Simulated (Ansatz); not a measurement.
Relaxing lanthanum (bcc)

Theory: DFT, r2SCAN, plane waves (500 eV) with PAW, scalar-relativistic in Ansatz. The PAW files were generated under PBE, with cores re-solved for the functional.

k-point mesh 11×11×11, Fermi-Dirac smearing 0.1 eV, no spin polarisation. Cell and atoms relax.

Starting structure:

```yaml
crystal:
  lattice:
    - [-2.1069968026, 2.1069968026, 2.1069968026]
    - [2.1069968026, -2.1069968026, 2.1069968026]
    - [2.1069968026, 2.1069968026, -2.1069968026]
  atoms:
    - { symbol: La, position: [0.0, 0.0, 0.0] }
hamiltonian:
  xc: r2scan
  pseudopotentials:
    kind: paw
    azcp:
      La: "pseudopotentials/La.paw.azcp"
basis:
  ecutwfc: 500
  fft_grid_basis: typed
kpoints:
  mp_grid: { grid: [11, 11, 11], shift: [0, 0, 0] }
magnetization:
  spin_polarized: false
scf:
  occupations: { method: fermi_dirac, width: 0.1 }
relax:
  max_steps: 60
  f_tol: 0.01
  cell: {}
```

Q: The pressure at the start is 0.7 GPa. By how much does the volume change?

A: From 37.42 to 38.46 Å³ per atom, 2.8 %. The final cell has a = 4.253 Å.

Q: How much energy does the relaxation gain?

A: 2.3 meV per atom.

Path of the relaxation (the plane waves are chosen anew near the end, which can shift the energy a little):

```tsv
step	E − E(final) (meV/atom)	V (Å³/atom)	P (GPa)	max force (eV/Å)
0	2.29	37.416	0.71	0.000
1	0.45	38.057	0.27	0.000
2	0.18	38.458	0.01	0.000
3	0.00	38.458	0.01	0.000
```
